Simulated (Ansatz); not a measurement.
**Kick test of a cell of Al5InSb6**

The cell was found from a structure generator's guess, not taken from experiment.

Level of theory: DFT PBE, scalar-relativistic, plane waves, PAW in Ansatz 0.2.0. Plane waves to 420 eV, a k mesh through Γ of 6×6×2 on the computed 12-atom cell and Gaussian smearing (0.02 eV); no spin polarisation.

The cell below (12 atoms, space group P-4m2 (No. 115)) is relaxed within its symmetry.

```
CELL_PARAMETERS angstrom
4.45004 0.00000 0.00000
0.00000 4.45004 0.00000
0.00000 0.00000 18.85658
ATOMIC_POSITIONS crystal
Al 0.00000 0.00000 0.82656
Al 0.50000 0.50000 0.66319
Al 0.00000 0.00000 0.50000
Al 0.50000 0.50000 0.33681
Al 0.00000 0.00000 0.17344
In 0.50000 0.50000 0.00000
Sb 0.50000 0.00000 0.74483
Sb 0.00000 0.50000 0.58159
Sb 0.50000 0.00000 0.41841
Sb 0.00000 0.50000 0.25517
Sb 0.50000 0.00000 0.09279
Sb 0.00000 0.50000 0.90721
```

For the test it was strained at random (σ = 1.5 % a component), the atoms were moved at random (σ = 0.05 Å), and all was relaxed again on a coarse 4×4×1 mesh (in the run’s order of axes) with 0.10 eV smearing, with no symmetry imposed.

Spin–orbit coupling, which can matter for Sb, is left out.

Problem. Is the structure stable against such a distortion?

Solution. It returns, within 1 meV/atom of the unmoved cell on that mesh and with the same symmetry when read at 0.1 Å (C2 at 0.01 Å, so small strains and shifts remain). So it is stable against the distortions that fit this cell and that this random move excites. Modes that don't fit the cell aren't tested.
